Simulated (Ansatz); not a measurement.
Y, one cell by several methods

```yaml
crystal:
  lattice:
    - [0.00000, 2.48500, 2.48500]
    - [2.48500, 0.00000, 2.48500]
    - [2.48500, 2.48500, 0.00000]
  atoms:
    - { symbol: Y, position: [0.00000, 0.00000, 0.00000] }
```

The cell is COD entry 1534898, as deposited and not checked against the literature; nothing was relaxed.

Levels of theory: DFT, LDA, PAW with Ansatz's default frozen-core files, scalar-relativistic (Ansatz 0.2.0); DFT, LDA, all-electron LAPW, scalar-relativistic (Ansatz 0.2.0).

For PAW: a Γ-centred 13×13×13 k mesh, Fermi–Dirac smearing of 0.05 eV, cutoff 420 eV, no spin polarisation; the PAW files were made with PBE, and the program remakes their frozen cores for this functional. LAPW targets a basis error of 1 meV/atom. The Ansatz runs share mesh, smearing and spin set-up. Plane-wave (PAW) pressures include the program's estimate of the Pulay term.

Stress and pressure are positive in compression.

Levels count from the Fermi level.

PAW results:

| quantity | PAW |
| --- | --- |
| pressure (GPa) | -1.74 |
| highest filled level at U (eV) | -0.508 |
| lowest empty level at U (eV) | 1.188 |
| highest filled level at K (eV) | -0.508 |
| lowest empty level at K (eV) | 1.188 |
| highest filled level at W (eV) | -0.811 |
| lowest empty level at W (eV) | 0.288 |

Question: What does full-potential LAPW give for the same quantities?

Answer: 
```json
{"quantity": "pressure (GPa)", "LAPW": "-1.74"}
{"quantity": "highest filled level at U (eV)", "LAPW": "-0.508"}
{"quantity": "lowest empty level at U (eV)", "LAPW": "1.189"}
{"quantity": "highest filled level at K (eV)", "LAPW": "-0.508"}
{"quantity": "lowest empty level at K (eV)", "LAPW": "1.189"}
{"quantity": "highest filled level at W (eV)", "LAPW": "-0.812"}
{"quantity": "lowest empty level at W (eV)", "LAPW": "0.288"}
```
